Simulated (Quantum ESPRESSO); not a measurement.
## Nb4Pd2InOs (a guest atom moved from site to site)

Simulated, not a measurement. The program is pw.x of Quantum ESPRESSO 7.5 (plane-wave density functional theory). The cell is made up: eight metal atoms on a hexagonal close-packed lattice, with elements, volume, strain and displacements drawn at random and not relaxed, so it may be unstable or far from any real phase. PseudoDojo standard norm-conserving files set the functional (PBE unless stated); there is no spin polarisation or spin-orbit coupling, the Fermi-Dirac width of 0.25 eV means electrons at about 2900 K, and the masses in the input are unused placeholders. Heavy elements are run without spin-orbit coupling, which real alloys of them have. A spin test at this wide smearing found no moment, but such smearing suppresses magnetism that the real alloy may have.

The runs move one Pd atom among sites that otherwise hold Nb. Cell, positions, cutoff, mesh and smearing stay as in the input of run 1; sites are counted in its order. Stress in the tables is positive in tension.

Input of run 1:

```
&control calculation='scf', pseudo_dir='./dojo.nc.sr.pbe.v0_5.standard.upf', outdir='./o', disk_io='minimal', tprnfor=.true., tstress=.true. /
&system ibrav=0, nat=8, ntyp=4, nbnd=76, ecutwfc=82.02448710, nosym=.true., tot_charge=0,
 occupations='smearing', smearing='fd', degauss=0.0183746611
/
&electrons conv_thr=1.470e-08, electron_maxstep=70, mixing_beta=0.5 /
ATOMIC_SPECIES
In 1.0 In.upf
Nb 1.0 Nb.upf
Os 1.0 Os.upf
Pd 1.0 Pd.upf
CELL_PARAMETERS angstrom
0.0898 0.021 -4.711
0.0872 4.8512 -0.0223
5.6242 0.1007 -0.1096
ATOMIC_POSITIONS angstrom
Nb 0.0497 -0.0119 -0.0815
Pd 2.8034 0.0424 0.0359
Pd 1.3648 2.4242 -0.1657
In 4.237 2.4794 -0.1988
Nb 0.0478 1.6327 -2.4099
Os 2.9261 1.7093 -2.4476
Nb 1.5427 4.1852 -2.3751
Nb 4.327 4.0821 -2.43
K_POINTS automatic
5 5 4 1 1 1
```

```
run  elements on sites 1 to 8  free energy less that of run 1 (eV)  -TS (eV)  pressure (GPa)  stress xx (GPa)  stress yy (GPa)  stress zz (GPa)  stress yz (GPa)  stress xz (GPa)  stress xy (GPa)  iterations
  1   Nb Pd Pd In Nb Os Nb Nb                                0.000    -1.572           17.42           -17.34           -17.27           -17.66             0.39            -1.54             2.25          17
  2   Nb Nb Pd In Pd Os Nb Nb                               -0.067    -1.446           16.88           -16.85           -19.97           -13.83            -0.11            -0.44             4.15          18
  3   Nb Nb Pd In Nb Os Pd Nb                               -0.257    -1.526           16.84           -15.19           -21.13           -14.19             0.56            -0.86             4.96          18
  4   Nb Nb Pd In Nb Os Nb Pd                               -0.604    -1.445           16.36           -15.53           -20.79           -12.75            -0.60            -1.58             2.77          17
```

Forces Fx Fy Fz (eV/Å):

| site | run 1 | run 2 | run 3 | run 4 |
| --- | --- | --- | --- | --- |
| 1 | 0.28 -0.66 0.72 | -0.26 -0.05 0.67 | -0.60 -1.14 0.62 | 0.18 -0.56 0.67 |
| 2 | 0.03 0.28 -0.54 | -0.18 0.70 -0.24 | -0.09 1.25 -0.16 | -0.54 1.46 -0.15 |
| 3 | 0.98 -0.11 0.81 | 0.50 -0.06 0.65 | 0.76 0.48 0.50 | 0.70 -0.23 0.86 |
| 4 | -1.51 0.15 1.39 | -0.10 -0.36 1.24 | -0.55 -0.08 1.29 | -0.56 0.56 0.90 |
| 5 | 1.04 0.17 -0.67 | 0.67 0.10 -0.57 | 1.24 0.16 -0.80 | 0.57 -0.27 -0.71 |
| 6 | -0.81 -0.57 -0.21 | -1.03 -0.47 -0.51 | -0.14 -0.60 -0.34 | -1.16 -0.94 -0.50 |
| 7 | 0.55 -0.59 -0.58 | 0.21 -1.00 -0.45 | 0.05 -1.27 -0.32 | 0.74 -0.31 -0.54 |
| 8 | -0.55 1.32 -0.92 | 0.17 1.14 -0.78 | -0.66 1.20 -0.78 | 0.05 0.29 -0.54 |

The sites are displaced and not relaxed, so the energy differences mix bonding between neighbours with strain and are not ordering energies. A rerun of one cell of this series at a higher cutoff and on a denser mesh moved values by no more than 0.003 eV in energy, 0.03 GPa in stress and 0.015 eV/Å in force, and a second program with other atomic files agreed on that cell to 2 % rms in force and 0.5 GPa in pressure.